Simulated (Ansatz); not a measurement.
## Surface calculation: bcc Ta (110), 5 layers

The slab is cut from the bcc crystal, the stable phase, as relaxed on PAW files (17.22 Å³/atom), with 16 Å of vacuum and a dipole correction:

```yaml
crystal:
  lattice:
    - [2.81737, 0.00000, 0.00000]
    - [-0.93912, 2.65624, 0.00000]
    - [0.00000, 0.00000, 25.20150]
  atoms:
    - { symbol: Ta, position: [0.00000, 0.00000, 0.31744] }
    - { symbol: Ta, position: [0.50000, 0.50000, 0.40872] }
    - { symbol: Ta, position: [0.00000, 0.00000, 0.50000] }
    - { symbol: Ta, position: [0.50000, 0.50000, 0.59128] }
    - { symbol: Ta, position: [0.00000, 0.00000, 0.68256] }
```

Computed with Ansatz 0.2.0; functional LDA, scalar-relativistic. Settings: a Γ-centred 15×15×1 k mesh, Fermi–Dirac smearing of 0.08 eV, no spin polarisation. Methods: LAPW: all electrons, basis error target 1 meV/atom; PAW: frozen-core files, cutoff 420 eV.

The bulk energy comes from a cell in the slab's orientation on a 15×15×9 mesh. The surface energy is (E(slab) − N·E(bulk))/2A at zero smearing, the mean of both faces; thin slabs carry quantum-size effects.

Spin–orbit coupling is left out, which matters for the heavy atoms. The PAW files were made under PBE.

Q: As cut, the LAPW slab lies 2.557 eV above 5 atoms of bulk. What surface energy is that?

A: Over two faces of 7.48 Å² it is 170.8 meV/Å², and times 16.02 J/m² per eV/Å² that gives γ = 2.737 J/m².

Q: What do relaxation and the other method give, and what work function comes out?

A: 

| method | γ as cut (J/m²) | γ relaxed (J/m²) | Φ as cut (eV) | Φ relaxed (eV) |
| --- | --- | --- | --- | --- |
| LAPW | 2.737 | 2.678 | 5.04 | 4.98 |
| PAW | 2.739 | 2.682 | 5.04 | 4.98 |

Q: How do the spacings between the planes relax?

A: From the bottom face up: d12 -4.1 % of 2.300 Å, d23 -0.2 % of 2.300 Å, d34 -0.2 % of 2.300 Å, d45 -4.1 % of 2.300 Å.

Q: A field of 0.2 V/Å is applied along the normal, atoms held. What follows?

A: LAPW finds an induced dipole of 0.1087 e·Å a cell (PAW 0.1087), that is 13.14 Å for 4πα over the area, against 9.01 Å between the outer atoms.

Q: What changes if the images along the normal are cut off in place of the dipole correction?

A: LAPW then gives: no gap, work function 4.98 eV; PAW: no gap, work function 4.98 eV.

Q: A 4f core hole is made on one atom of each kind in every 1×1 cell (PAW hole dataset, neutral cell, valence without spin). What does it cost by layer?

A: layer 1 22.99 eV, layer 2 22.65 eV, layer 3 22.62 eV. Shifts between layers mean more than the absolute values, and a whole layer of holes screens otherwise than one hole.
